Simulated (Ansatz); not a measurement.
The relaxed structure here is a generated cell of TaGe2: the first start was made by a random draw of sites in a space group, and the end was not matched to a known phase here, so it may be hypothetical.

A relaxed structure of TaGe$_{2}$. Space group I4/mmm (No. 139). The numbers are results of r2SCAN (plane waves to 500 eV, PAW, scalar-relativistic; Ansatz, an electronic-structure program), not measurements.

```cif
data_Ge2Ta
_chemical_formula_sum 'Ge2 Ta1'
_space_group_name_H-M_alt 'P 1'
_space_group_IT_number 1
_cell_length_a 4.85673
_cell_length_b 4.85673
_cell_length_c 4.85673
_cell_angle_alpha 139.293
_cell_angle_beta 139.293
_cell_angle_gamma 58.928
loop_
_space_group_symop_operation_xyz
  'x, y, z'
loop_
_atom_site_label
_atom_site_type_symbol
_atom_site_fract_x
_atom_site_fract_y
_atom_site_fract_z
_atom_site_occupancy
Ge1 Ge 0.33625 0.33625 0.00000 1
Ge2 Ge 0.66375 0.66375 0.00000 1
Ta1 Ta 0.00000 0.00000 0.00000 1
```

* **Volume per atom**: 16.09 Å³
* **Density**: 11.22 g/cm³
* **Band gap**: no gap (metallic)
* **Shortest distances**: Ge–Ta 2.76 Å; Ge–Ge 2.77 Å; Ta–Ta 3.38 Å
* **k-mesh**: 19×19×19

Band energies at high-symmetry points (eV from the Fermi level; labels of this space group; no spin-orbit coupling), from −5 eV up to 3.0 eV:

| point | energies |
|---|---|
| Γ | -4.75 -1.60 -1.57 -1.57 2.39 2.90 |
| X | -4.96 -3.72 -1.92 -0.88 |
| P | -2.37 -1.37 -1.37 0.28 |
| N | -4.78 -4.13 -1.27 -1.26 1.50 |
| M | -1.87 -0.82 -0.10 -0.10 0.92 0.92 2.44 |
| S | -1.64 -1.59 -1.26 1.56 |
| S0 | -1.64 -1.59 -1.26 1.56 |
| R | -4.85 -3.89 -3.79 -1.79 -1.21 2.42 |

No spin polarisation in the result. The relaxed primitive cell holds an odd number of electrons. A magnetic state may lie lower.

The run could not lose the symmetry of its start; a randomly shaken copy of 6 atoms returns to this structure.
